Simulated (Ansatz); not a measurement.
# TiB2 (AlB2 type, space group P6/mmm): energy over volume and axial ratio

TiB2 (AlB2 type, space group P6/mmm)

```
CELL_PARAMETERS angstrom
      3.02469     0.00000     0.00000
     -1.51235     2.61946     0.00000
      0.00000     0.00000     3.22264
ATOMIC_POSITIONS crystal
  Ti 0.00000 0.00000 0.00000
  B  0.33333 0.66667 0.50000
  B  0.66667 0.33333 0.50000
```

Two coordinates are scanned: the volume, and the ratio of the stretch along z (the conventional c axis) to the stretch across it. Atoms keep their fractional coordinates.

Calculation: r2SCAN (plane waves to 500 eV, PAW, scalar-relativistic; Ansatz, a first-principles code). k mesh 18×18×14 (Γ-centred), Fermi-Dirac smearing 0.05 eV. The energy includes the smearing's −TS. Compression counts positive. With partly filled bands, the response to shear is sensitive to the k mesh, so small differences along c/a are uncertain. TiB2 is run without spin polarisation. TiB2 was relaxed with its symmetry unable to fall. The zero of ΔE is the relaxed starting cell.

ΔE (eV/atom), with V/V₀ across and (c/a)/(c/a)₀ down:

```
(c/a)/(c/a)₀ \ V/V₀  0.960  0.980  1.000  1.020  1.040
-------------------  -----  -----  -----  -----  -----
0.880                0.125  0.119  0.119  0.125  0.136
0.940                0.036  0.029  0.028  0.033  0.043
1.000                0.012  0.003  0.000  0.003  0.010
1.060                0.044  0.032  0.026  0.026  0.031
1.120                0.125  0.109  0.100  0.096  0.098
```

σzz − σxx (GPa), with V/V₀ across and (c/a)/(c/a)₀ down:

| (c/a)/(c/a)₀ \ V/V₀ | 0.960 | 0.980 | 1.000 | 1.020 | 1.040 |
|---|---|---|---|---|---|
| 0.880 | 53.5 | 52.6 | 51.8 | 51.0 | 50.2 |
| 0.940 | 25.3 | 25.5 | 25.7 | 25.9 | 26.0 |
| 1.000 | -2.5 | -1.2 | 0.0 | 1.1 | 2.2 |
| 1.060 | -30.0 | -27.7 | -25.5 | -23.4 | -21.4 |
| 1.120 | -56.7 | -53.3 | -50.1 | -47.1 | -44.3 |

Summary:

```
Property                                                                                                                            Value
--------------------------------------------------------------------------------------  -------------------------------------------------
Modulus against c/a change at fixed volume, (3/4V)·∂²E/∂(ln c/a)² (fit, atoms clamped)                                            210 GPa
Lowest place on the grid                                                                  V/V₀ = 1.000, (c/a)/(c/a)₀ = 1.000 (0 meV/atom)
Highest place on the grid                                                               V/V₀ = 1.040, (c/a)/(c/a)₀ = 0.880 (136 meV/atom)
```

(A scan under strain: stresses follow from slopes of the energy per volume, elastic moduli from its curvatures.)
